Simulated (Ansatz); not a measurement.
Relaxed-ion elastic tensor of HgSe (zinc blende, space group No. 216) in GPa (Voigt order), the program Ansatz at the PBEsol level (PAW); density 8.05 g/cm³, 28.83 Å³ per atom.

```
61.6  46.6  46.6   0.0   0.0   0.0
46.6  61.6  46.6   0.0   0.0   0.0
46.6  46.6  61.6   0.0   0.0   0.0
 0.0   0.0   0.0  22.3   0.0   0.0
 0.0   0.0   0.0   0.0  22.3   0.0
 0.0   0.0   0.0   0.0   0.0  22.3
```

Is the crystal mechanically stable?

Yes: the smallest eigenvalue of C is 15.0 GPa.

Work out the Voigt, Reuss and Hill averages.

K_V = 51.6, K_R = 51.6, K_H = 51.6; G_V = 16.4, G_R = 12.5, G_H = 14.4 GPa.

Give Young's modulus, Poisson's ratio, Pugh's ratio and the universal anisotropy index.

E = 9KG/(3K + G) = 39.6 GPa; ν = 0.37; K/G = 3.57 (ductile by the Pugh limit of 1.75); A_U = 5G_V/G_R + K_V/K_R − 6 = 1.56.

Estimate the sound speeds and the Debye temperature.

v_l = √((K + 4G/3)/ρ) = 2970 m/s, v_t = √(G/ρ) = 1340 m/s, mean 1510 m/s; Θ = (h/k)(3n/4πV)^(1/3) v_m = 147 K.

Give the Zener ratio and Young's modulus along [100], [110] and [111].

A = 2C44/(C11 − C12) = 2.96; 1/E = S11 − 2(S11 − S12 − S44/2)Γ with Γ = 0, 1/4, 1/3 gives 21.5, 40.9, 58.4 GPa.

Solve the Christoffel equation for the three sound speeds along [100], [110], [111].

Eigenvalues of C_ijkl n_j n_l equal ρv². In km/s, slowest first: [100] 1.66, 1.66, 2.77; [110] 0.97, 1.66, 3.08; [111] 1.24, 1.24, 3.18.

Space group F-43m (zinc blende). The cell was relaxed with PBEsol under the symmetry of its start. As this level gives no gap, shear constants depend on the k-mesh and smearing (Fermi–Dirac, 0.1 eV here). Spin–orbit coupling is left out wherever it is not named.

Potentials: the later of the program's two PAW sets.
